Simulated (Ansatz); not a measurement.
V2SiB2 in space group P-6m2 (No. 187; V on 2h, Si on 1a, B on 1b, B on 1f), the program Ansatz at the PBE level (PAW), all energies at zero smearing, with the estimated change up to a 700 eV cutoff added, with one set of potentials and settings (totals compare only within such a set). Cell of 5 atoms (2 V, 1 Si, 2 B): -6775.754 eV.

| element | reference phase | E (eV/atom) |
|---|---|---|
| V | Im-3m, 1 atoms in the cell | -2912.4171 |
| Si | Fd-3m, 2 atoms in the cell | -635.8114 |
| B | R-3m, 12 atoms in the cell | -155.9170 |

Formation energy per atom, worked out: (-6775.754 − 2×(-2912.4171) − 1×(-635.8114) − 2×(-155.9170))/5 = -0.655 eV/atom (-63 kJ per mol of atoms), at 0 K, without zero-point energy or fitted corrections.

The start of the workflow was typed in or built on a structure type; neither database checked (COD, Materials Project) lists it. Whether it is the stable phase at ambient conditions was not checked. The cell was relaxed with PBE under the symmetry of its start; whether a distortion lowers the energy is not shown. The workflow began spin-polarised and lost its moments. The references are the lowest solids computed at this level, not always the standard phases.

Potentials: the earlier of the program's two PAW sets.
